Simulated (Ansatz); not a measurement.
A geometry of Pb away from equilibrium: step 3 of the relaxation of a generated cell, Pb built in the A7 structure type. Level of theory: PBEsol (plane waves to 420 eV, PAW, scalar-relativistic; Ansatz, a first-principles code). Γ-centred k-mesh 9×9×9 on the run's cell (coarser than for final values), Fermi–Dirac smearing 0.05 eV. The plane waves were selected for a different cell earlier on the path.

```yaml
crystal:
  lattice:
    - [2.08772, 1.20534, 3.92512]
    - [-2.08772, 1.20534, 3.92512]
    - [0.00000, -2.41069, 3.92512]
  atoms:
    - { symbol: Pb, position: [0.25857, 0.25857, 0.25857] }
    - { symbol: Pb, position: [0.74143, 0.74143, 0.74143] }
```

**Question.** What forces act on the atoms (eV/Å)?

**Answer.** 
```csv
atom,Fx,Fy,Fz
Pb1,0.00,0.00,-0.98
Pb2,0.00,0.00,0.98
```

The path ends in Fm-3m (No. 225) (fcc (Cu type)). No spin polarisation in the result.

The run could not lose the symmetry of its start.
